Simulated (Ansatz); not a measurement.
TiRe, DFT, PBEsol, all-electron PAW with datasets made for the crystal, scalar-relativistic (Ansatz 0.2.0), run on 1 thread of Arm Neoverse V1 on a shared host.

The cell comes from COD entry 1523516, which wasn't checked; take it as a given geometry. The listed cell was then made from it by scaling, straining or moving an atom.

Command: `ansatz run input.yaml --threads 1 --pin off --max-ram 3072MiB --backend cpu --events-out ev --progress --plain --runs-dir out`

```yaml
crystal:
  lattice:
    - [3.05564, 0.0, 0.0]
    - [0.0, 3.05564, 0.0]
    - [0.0, 0.0, 3.118]
  atoms:
    - { symbol: Ti, position: [0.5, 0.5, 0.5] }
    - { symbol: Re, position: [0.0, 0.0, 0.0] }
kpoints:
  mp_grid: { grid: [13, 13, 13] }
scf:
  occupations: { method: fermi_dirac, width: 0.05 }
hamiltonian:
  xc: pbesol
  pseudopotentials: { kind: all_electron, datasets: crystal }
output:
  forces: true
  stress: true
  eigenvalues: true
  efg: { contact_densities: true }
```

Q: How large is the problem that the program sets up?

A: 196 irreducible k-points, 643 plane waves at Γ, 28 bands.

Q: About how long does it take, and how much memory does it use?

A: 57 s of wall time for 11 SCF iterations, with a peak of 1.1 GiB. Times on shared machines scatter by tens of per cent.

Q: And the same cell and mesh by PAW with the default files, asked for forces, stress, eigenvalues, efg, on the same hardware?

A: 8 s, peak memory 0.44 GiB.
